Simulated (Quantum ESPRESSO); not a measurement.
# MgCa2ZnO4: convergence and cost over cutoff and k mesh

Computed values, not a measurement. The program is pw.x of Quantum ESPRESSO 7.5 (plane-wave density functional theory). The cell is made up: 8 atoms on a rocksalt lattice, with randomly drawn elements, strain and displacements, not relaxed. PseudoDojo standard norm-conserving files (v0.5 for PBE, v0.4.1 for LDA and PBEsol) set the functional; there is no spin polarisation, spin-orbit coupling or dispersion term, and the masses in the input are unused placeholders.

Input of the run in row 2:

```
&control calculation='scf', pseudo_dir='./dojo.nc.sr.pbe.v0_5.standard.upf', outdir='./o', disk_io='medium', tprnfor=.true., tstress=.true. /
&system ibrav=0, nat=8, ntyp=4, nbnd=43, ecutwfc=84.00895049, nosym=.true., tot_charge=0,
 occupations='smearing', smearing='fd', degauss=0.0018374661
/
&electrons conv_thr=7.350e-09, electron_maxstep=60, /
ATOMIC_SPECIES
Ca 1.0 Ca.upf
Mg 1.0 Mg.upf
O 1.0 O.upf
Zn 1.0 Zn.upf
CELL_PARAMETERS angstrom
4.5427 -0.0287 -0.0407
-0.0287 4.6254 0.0053
-0.0407 0.0053 4.651
ATOMIC_POSITIONS angstrom
Mg -0.0697 0.0608 0.0182
Ca -0.0812 2.2603 2.2741
Ca 2.2679 -0.0785 2.2686
Zn 2.2298 2.3755 -0.0326
O 2.206 0.0034 0.0647
O 2.1451 2.3076 2.3302
O 4.5249 0.0643 2.228
O 4.5829 2.2582 -0.0152
K_POINTS automatic
4 4 4 1 1 1
```

The same cell was run at these settings. Meshes are shifted by half a step, and differences are from the last row, which is itself not exact.

| cutoff (eV) | k mesh | k points solved | threshold (eV) | free energy less the last row's (eV) | pressure (GPa) | largest stress difference (GPa) | largest force difference (eV/Å) | iterations | wall time (s) | k-point pools | processor |
| --- | --- | --- | --- | --- | --- | --- | --- | --- | --- | --- | --- |
| 800 | 2 x 2 x 2 | 4 | 1e-04 | 2.443 | -35.43 | 36.01 | 0.120 | 9 | 26 | 1 | AMD EPYC, Zen 5 class |
| 1143 | 4 x 4 x 4 | 32 | 1e-07 | 0.000 | 0.53 | 0.03 | 0.003 | 12 | 244 | 1 | AMD EPYC, Zen 5 class |
| 1437 | 6 x 6 x 6 | 108 | 1e-07 | 0.000 | 0.56 | 0.00 | 0.000 | 12 | 936 | 1 | AMD EPYC, Zen 5 class |

Each pool is one process. Wall times include start-up and a band step at six k points, which weighs most on the coarsest meshes. The runs were on shared virtual cores whose load varied, so times are rough.